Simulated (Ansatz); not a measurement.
ScAl₃ (Cu3Au type), conventional cell a = b = c = 4.1055 Å, α = β = γ = 90.00°. The calculation uses the primitive cell of 4 atoms, to which meshes and values per cell refer.

Grid over V/V₀ and (c/a)/(c/a)₀, subscript 0 meaning the relaxed cell; the conventional c axis lies along z; no internal relaxation.

Computed with PBE (plane waves to 420 eV, PAW, scalar-relativistic; Ansatz, a quantum-chemistry and plane-wave program). k mesh 11×11×11 (Γ-centred), Fermi-Dirac smearing 0.05 eV. Stress and pressure are positive under compression. With partly filled bands, the response to shear is sensitive to the k mesh, so small differences along c/a are uncertain. ScAl3 is run without spin polarisation. ScAl3 was relaxed with its symmetry unable to fall. The last digit holds for this mesh only.

Changes of σzz (GPa) from the point V/V₀ = 1.000, (c/a)/(c/a)₀ = 1.000 when one coordinate moves alone (two changes are said to add if the coupling is within 5 % of the smaller one, nearly so within 20 %):

```json
[
 {"point": "V/V₀ = 1.000, (c/a)/(c/a)₀ = 0.880", "change": "10.36"},
 {"point": "V/V₀ = 1.000, (c/a)/(c/a)₀ = 0.940", "change": "5.79"},
 {"point": "V/V₀ = 0.920, (c/a)/(c/a)₀ = 1.000", "change": "8.58"},
 {"point": "V/V₀ = 0.960, (c/a)/(c/a)₀ = 1.000", "change": "3.85"},
 {"point": "V/V₀ = 1.040, (c/a)/(c/a)₀ = 1.000", "change": "-3.13"},
 {"point": "V/V₀ = 1.080, (c/a)/(c/a)₀ = 1.000", "change": "-5.66"},
 {"point": "V/V₀ = 1.000, (c/a)/(c/a)₀ = 1.060", "change": "-5.38"},
 {"point": "V/V₀ = 1.000, (c/a)/(c/a)₀ = 1.120", "change": "-9.30"}
]
```

Problem. What is the change at V/V₀ = 0.920, (c/a)/(c/a)₀ = 0.940, where both move, and how far is it from the sum?

Solution. The sum of the single changes is 8.58 + (5.79) = 14.37; the calculation gives 15.46, so the coupling contributes 1.09 (under 20 % of the smaller single change, nearly additive).

Problem. What is the change at V/V₀ = 0.920, (c/a)/(c/a)₀ = 1.120, where both move, and how far is it from the sum?

Solution. The sum of the single changes is 8.58 + (-9.30) = -0.72; the calculation gives -3.49, so the coupling contributes -2.77 (over 20 % of the smaller single change, not additive).

Problem. What is the change at V/V₀ = 1.040, (c/a)/(c/a)₀ = 0.880, where both move, and how far is it from the sum?

Solution. The sum of the single changes is -3.13 + (10.36) = 7.23; the calculation gives 6.34, so the coupling contributes -0.89 (over 20 % of the smaller single change, not additive).

(Under strain, the slope of the energy per volume gives the stress and its curvature an elastic modulus.)
